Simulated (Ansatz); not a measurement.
Input, command and steps of an Ansatz relaxation.

```yaml
crystal:
  lattice:
    - [2.0378602695, 1.1765591751, 7.1710756591]
    - [-2.0378602695, 1.1765591751, 7.1710756591]
    - [0.0, -2.3531183504, 7.1710756591]
  atoms:
    - { symbol: Hg, position: [0.0, 0.0, 0.0] }
    - { symbol: Sb, position: [0.5, 0.5, 0.5] }
    - { symbol: Se, position: [0.222, 0.222, 0.222] }
    - { symbol: Se, position: [0.778, 0.778, 0.778] }
basis:
  ecutwfc: 420
kpoints:
  mp_grid: { grid: [6, 6, 6] }
hamiltonian:
  xc: pbe
scf:
  occupations: { method: gaussian, width: 0.1 }
  lower_state_search: "off"
output:
  forces: true
  stress: true
  eigenvalues: true
relax:
  adjacent_minimum: "off"
  f_tol: 0.04
  max_steps: 70
  cell: { stress_tol: 0.4 }
```

```bash
ansatz run input.yaml --threads 1 --pin off --max-ram 2560MiB --backend cpu --events-out ev --progress --plain --runs-dir out
```

Computed with DFT PBE, scalar-relativistic, plane waves, PAW in Ansatz.

Of 7 frames 6 are shown, positions in Å and forces in eV/Å; the SCF threshold varies from step to step. Steps run on the plane waves of an earlier cell, with a Pulay correction in the pressure. The basis is chosen afresh for the last frame, the zero of the energies, and at times for earlier ones too; energy and pressure can step there, also at an unchanged geometry. Where two frames share a geometry here, they differ by under 2 meV/atom and 0.3 GPa.

```xyz
4
Lattice="2.0379 1.1766 7.1711 -2.0379 1.1766 7.1711 0.0000 -2.3531 7.1711" Properties=species:S:1:pos:R:3:forces:R:3 pbc="T T T" step=1 free_energy_over_end_meV_per_atom=357.90 pressure_GPa=11.72
Hg    0.0000    0.0000    0.0000    0.0000    0.0000    0.0000
Sb    0.0000    0.0000   10.7566    0.0000    0.0000    0.0000
Se    0.0000    0.0000    4.7759    0.0000    0.0000    2.6996
Se    0.0000    0.0000   16.7373    0.0000    0.0000   -2.6996
4
Lattice="2.0902 1.2068 7.3255 -2.0902 1.2068 7.3255 0.0000 -2.4135 7.3255" Properties=species:S:1:pos:R:3:forces:R:3 pbc="T T T" step=2 free_energy_over_end_meV_per_atom=94.80 pressure_GPa=2.20
Hg    0.0000    0.0000    0.0000    0.0000    0.0000    0.0000
Sb    0.0000    0.0000   10.9883    0.0000    0.0000    0.0000
Se    0.0000    0.0000    5.0804    0.0000    0.0000    1.1688
Se    0.0000    0.0000   16.8962    0.0000    0.0000   -1.1688
4
Lattice="2.0696 1.1949 7.3220 -2.0696 1.1949 7.3220 0.0000 -2.3898 7.3220" Properties=species:S:1:pos:R:3:forces:R:3 pbc="T T T" step=3 free_energy_over_end_meV_per_atom=19.51 pressure_GPa=0.00
Hg    0.0000    0.0000    0.0000    0.0000    0.0000    0.0000
Sb    0.0000    0.0000   10.9831    0.0000    0.0000    0.0000
Se    0.0000    0.0000    5.2769    0.0000    0.0000    0.3710
Se    0.0000    0.0000   16.6892    0.0000    0.0000   -0.3710
4
Lattice="2.0684 1.1942 7.0054 -2.0684 1.1942 7.0054 0.0000 -2.3883 7.0054" Properties=species:S:1:pos:R:3:forces:R:3 pbc="T T T" step=4 free_energy_over_end_meV_per_atom=4.22 pressure_GPa=0.65
Hg    0.0000    0.0000    0.0000    0.0000    0.0000    0.0000
Sb    0.0000    0.0000   10.5081    0.0000    0.0000    0.0000
Se    0.0000    0.0000    5.1871    0.0000    0.0000   -0.1100
Se    0.0000    0.0000   15.8292    0.0000    0.0000    0.1100
4
Lattice="2.0932 1.2085 6.9300 -2.0932 1.2085 6.9300 0.0000 -2.4171 6.9300" Properties=species:S:1:pos:R:3:forces:R:3 pbc="T T T" step=5 free_energy_over_end_meV_per_atom=0.60 pressure_GPa=0.10
Hg    0.0000    0.0000    0.0000    0.0000    0.0000    0.0000
Sb    0.0000    0.0000   10.3949    0.0000    0.0000    0.0000
Se    0.0000    0.0000    5.1074    0.0000    0.0000   -0.0095
Se    0.0000    0.0000   15.6825    0.0000    0.0000    0.0095
4
Lattice="2.1077 1.2169 6.8372 -2.1077 1.2169 6.8372 0.0000 -2.4338 6.8372" Properties=species:S:1:pos:R:3:forces:R:3 pbc="T T T" step=7 free_energy_over_end_meV_per_atom=0.00 pressure_GPa=-0.01
Hg    0.0000    0.0000    0.0000    0.0000    0.0000    0.0000
Sb    0.0000    0.0000   10.2557    0.0000    0.0000    0.0000
Se    0.0000    0.0000    5.0401    0.0000    0.0000    0.0003
Se    0.0000    0.0000   15.4713    0.0000    0.0000   -0.0003
```

The start puts this composition into another compound's structure type, which needn't suit it. At the end the space group is R-3m (tolerance 0.05 Å).

Time: 61 s on 1 thread of Arm Neoverse V1, on a shared host, peak memory 0.45 GiB.

The k mesh is coarse. Spin–orbit coupling is left out, which can shift energies with elements as heavy as these. Spin polarisation was left out, and a magnetic state may lie lower.